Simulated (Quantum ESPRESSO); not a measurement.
Li3In2Ta2Ag, input and log of a self-consistent run

A calculation, not a measurement. The program is pw.x of Quantum ESPRESSO 7.5 (plane-wave density functional theory). The cell is made up: eight metal atoms on a face-centred cubic lattice, with elements, volume, strain and displacements drawn at random and not relaxed, so it may be unstable or far from any real phase. PseudoDojo standard norm-conserving files set the functional (PBE unless stated); there is no spin polarisation or spin-orbit coupling, the Fermi-Dirac width of 0.25 eV means electrons at about 2900 K, and the masses in the input are unused placeholders. Heavy elements are run without spin-orbit coupling, which real alloys of them have. A spin test at this wide smearing found no moment, but such smearing suppresses magnetism that the real alloy may have.

Input:

```
&control calculation='scf', pseudo_dir='./dojo.nc.sr.pbe.v0_5.standard.upf', outdir='./o', disk_io='medium', tprnfor=.true., tstress=.true. /
&system ibrav=0, nat=8, ntyp=4, nbnd=50, ecutwfc=82.02448710, nosym=.true., tot_charge=0,
 occupations='smearing', smearing='fd', degauss=0.0183746611
/
&electrons conv_thr=1.470e-08, electron_maxstep=70, mixing_beta=0.5 /
ATOMIC_SPECIES
Ag 1.0 Ag.upf
In 1.0 In.upf
Li 1.0 Li.upf
Ta 1.0 Ta.upf
CELL_PARAMETERS angstrom
2.1357 4.2715 2.1357
2.1357 -4.2715 2.1357
4.2715 0.0 -4.2715
ATOMIC_POSITIONS angstrom
Li 0.049 -0.0348 0.0077
In 2.1037 0.0152 -2.1406
In 2.0677 -2.1579 -0.0085
Ta 4.2683 -2.2035 -2.1368
Ag 2.0874 2.1606 -0.0196
Ta 4.2637 2.1733 -2.1327
Li 2.1841 -0.0218 2.0535
Li 4.3125 0.0158 -0.037
K_POINTS automatic
5 5 4 1 1 1
```

The log is shortened where brackets say so; the opening notice, blank lines, dates and the lines on written files are dropped, and the path of the files is cut. It prints rydbergs, bohrs and kilobars, and counts compression as positive stress. Its total energy is the free energy E - TS of the whole cell.

```
     Program PWSCF v.7.5
     Parallel version (MPI & OpenMP), running on       1 processor cores
     Number of MPI processes:                 1
     Threads/MPI process:                     1
     [start-up lines left out]
     bravais-lattice index     =            0
     lattice parameter (alat)  =       9.8860  a.u.
     unit-cell volume          =    1051.8593 (a.u.)^3
     number of atoms/cell      =            8
     number of atomic types    =            4
     number of electrons       =        80.00
     number of Kohn-Sham states=           50
     kinetic-energy cutoff     =      82.0245  Ry
     charge density cutoff     =     328.0979  Ry
     scf convergence threshold =      1.5E-08
     mixing beta               =       0.5000
     number of iterations used =            8  plain     mixing
     Exchange-correlation= PBE
                           (   1   4   3   4   0   0   0)
     [axes and pseudopotential details left out]
   Cartesian axes
     site n.     atom                  positions (alat units)
         1        Li     tau(   1) = (   0.0093664  -0.0066521   0.0014719  )
         2        In     tau(   2) = (   0.4021251   0.0029055  -0.4091786  )
         3        In     tau(   3) = (   0.3952436  -0.4124855  -0.0016248  )
         4        Ta     tau(   4) = (   0.8158913  -0.4212020  -0.4084522  )
         5        Ag     tau(   5) = (   0.3990093   0.4130016  -0.0037466  )
         6        Ta     tau(   6) = (   0.8150120   0.4154292  -0.4076685  )
         7        Li     tau(   7) = (   0.4174936  -0.0041671   0.3925293  )
         8        Li     tau(   8) = (   0.8243402   0.0030202  -0.0070726  )
     number of k points=    50  Fermi-Dirac smearing, width (Ry)=  0.0184
                       cart. coord. in units 2pi/alat
        k(    1) = (   0.1990224   0.0000000   0.0459304), wk =   0.0400000
        k(    2) = (   0.3521143   0.0000000  -0.1071615), wk =   0.0400000
     [further k points left out]
     Dense  grid:   105679 G-vectors     FFT dimensions: (  60,  60,  72)
     Estimated max dynamical RAM per process >     164.86 MB
     Initial potential from superposition of free atoms
     starting charge      79.9762, renormalised to      80.0000
     Starting wfcs are   54 randomized atomic wfcs
     total cpu time spent up to now is       25.4 secs
     per-process dynamical memory:   117.9 Mb
     Self-consistent Calculation
     iteration #  1     ecut=    82.02 Ry     beta= 0.50
     Davidson diagonalization with overlap
     ethr =  1.00E-02,  avg # of iterations =  5.1
     Threshold (ethr) on eigenvalues was too large:
     Diagonalizing with lowered threshold
     Davidson diagonalization with overlap
     ethr =  7.96E-04,  avg # of iterations =  1.9
     total cpu time spent up to now is      133.8 secs
     total energy              =    -879.03649684 Ry
     estimated scf accuracy    <       0.67864199 Ry
     iteration #  2     ecut=    82.02 Ry     beta= 0.50
     Davidson diagonalization with overlap
     ethr =  8.48E-04,  avg # of iterations =  2.5
     total cpu time spent up to now is      197.1 secs
     total energy              =    -879.08844190 Ry
     estimated scf accuracy    <       1.84889544 Ry
     iteration #  3     ecut=    82.02 Ry     beta= 0.50
     Davidson diagonalization with overlap
     ethr =  8.48E-04,  avg # of iterations =  2.1
     total cpu time spent up to now is      261.2 secs
     total energy              =    -879.26782951 Ry
     estimated scf accuracy    <       0.70087225 Ry
     iteration #  4     ecut=    82.02 Ry     beta= 0.50
     Davidson diagonalization with overlap
     ethr =  8.48E-04,  avg # of iterations =  1.4
     total cpu time spent up to now is      311.3 secs
     total energy              =    -879.33992249 Ry
     estimated scf accuracy    <       0.07380527 Ry
     iteration #  5     ecut=    82.02 Ry     beta= 0.50
     Davidson diagonalization with overlap
     ethr =  9.23E-05,  avg # of iterations =  2.1
     total cpu time spent up to now is      373.0 secs
     total energy              =    -879.34840367 Ry
     estimated scf accuracy    <       0.01146715 Ry
     [iterations 6 to 7 left out]
     iteration #  8     ecut=    82.02 Ry     beta= 0.50
     Davidson diagonalization with overlap
     ethr =  1.38E-07,  avg # of iterations =  3.6
     total cpu time spent up to now is      575.5 secs
     total energy              =    -879.35008339 Ry
     estimated scf accuracy    <       0.00003372 Ry
     iteration #  9     ecut=    82.02 Ry     beta= 0.50
     Davidson diagonalization with overlap
     ethr =  4.21E-08,  avg # of iterations =  2.0
     total cpu time spent up to now is      631.8 secs
     total energy              =    -879.35008703 Ry
     estimated scf accuracy    <       0.00000168 Ry
     iteration # 10     ecut=    82.02 Ry     beta= 0.50
     Davidson diagonalization with overlap
     ethr =  2.10E-09,  avg # of iterations =  4.1
     total cpu time spent up to now is      697.9 secs
     total energy              =    -879.35008748 Ry
     estimated scf accuracy    <       0.00000050 Ry
     iteration # 11     ecut=    82.02 Ry     beta= 0.50
     Davidson diagonalization with overlap
     ethr =  6.26E-10,  avg # of iterations =  2.0
     total cpu time spent up to now is      759.0 secs
     total energy              =    -879.35008756 Ry
     estimated scf accuracy    <       0.00000003 Ry
     iteration # 12     ecut=    82.02 Ry     beta= 0.50
     Davidson diagonalization with overlap
     ethr =  4.09E-11,  avg # of iterations =  3.3
     total cpu time spent up to now is      816.9 secs
     End of self-consistent calculation
     [lines on levels left out]
!    total energy              =    -879.35008756 Ry
     estimated scf accuracy    <          4.3E-09 Ry
     smearing contrib. (-TS)   =      -0.08559713 Ry
     internal energy E=F+TS    =    -879.26449044 Ry
     The total energy is F=E-TS. E is the sum of the following terms:
     one-electron contribution =    -382.20773570 Ry
     hartree contribution      =     221.62108794 Ry
     xc contribution           =    -195.40176963 Ry
     ewald contribution        =    -523.27607304 Ry
     convergence has been achieved in  12 iterations
     Forces acting on atoms (cartesian axes, Ry/au):
     atom    1 type  3   force =    -0.00270955    0.00314685   -0.00074342
     atom    2 type  2   force =     0.02825424   -0.00590774   -0.01555567
     atom    3 type  2   force =    -0.00837564    0.00257989    0.00970821
     atom    4 type  4   force =    -0.00167455    0.00945256   -0.00011518
     atom    5 type  1   force =    -0.00576751   -0.00262947    0.00560035
     atom    6 type  4   force =    -0.00019729   -0.00340382   -0.00083553
     atom    7 type  3   force =    -0.00420765    0.00039525    0.00387894
     atom    8 type  3   force =    -0.00532205   -0.00363352   -0.00193771
     Total force =     0.038965     Total SCF correction =     0.000335
     Computing stress (Cartesian axis) and pressure
          total   stress  (Ry/bohr**3)                   (kbar)     P=      -43.95
  -0.00040291  -0.00002624  -0.00018794          -59.27       -3.86      -27.65
  -0.00002624  -0.00009835  -0.00003660           -3.86      -14.47       -5.38
  -0.00018794  -0.00003660  -0.00039507          -27.65       -5.38      -58.12
     init_run     :     24.50s CPU     25.17s WALL (       1 calls)
     electrons    :    757.32s CPU    791.58s WALL (       1 calls)
     forces       :      8.69s CPU      8.86s WALL (       1 calls)
     stress       :     34.55s CPU     34.84s WALL (       1 calls)
     [timing details left out]
     PWSCF        :  13m45.53s CPU  14m22.25s WALL
     JOB DONE.
```

In other units: free energy -11964.167 eV for the cell, pressure -4.40 GPa, largest force component 0.726 eV/Å in size. The run took 864 s of wall time with one process on a shared machine (AMD EPYC, Zen 5, virtual cores), so the time is rough. A rerun of this cell at a higher cutoff and on a denser mesh moved values by no more than 0.004 eV in energy, 0.03 GPa in stress and 0.011 eV/Å in force, and a second program with other atomic files agreed on that cell to 2 % rms in force and 0.5 GPa in pressure.